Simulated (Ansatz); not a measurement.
GaN (zinc blende): values from a third-order Birch-Murnaghan fit to a volume scan beside measured ones. Computed values: PBE (plane waves to 420 eV, PAW, scalar-relativistic; Ansatz, a quantum-chemistry and plane-wave program). GaN was relaxed with its symmetry unable to fall.

```tsv
quantity	reference	kind	PBE	difference
Lattice constant a (Å)	4.5	measured, room temperature or unstated	4.549	+1.1 %
```

References as given in: I. Vurgaftman, J. R. Meyer, L. R. Ram-Mohan, Journal of Applied Physics (2001), doi:10.1063/1.1368156. Values not taken to low temperature hold thermal and zero-point shifts that a static calculation lacks, so small differences there are no errors of the method.

(A scan under strain: stresses follow from slopes of the energy per volume, elastic moduli from its curvatures.)
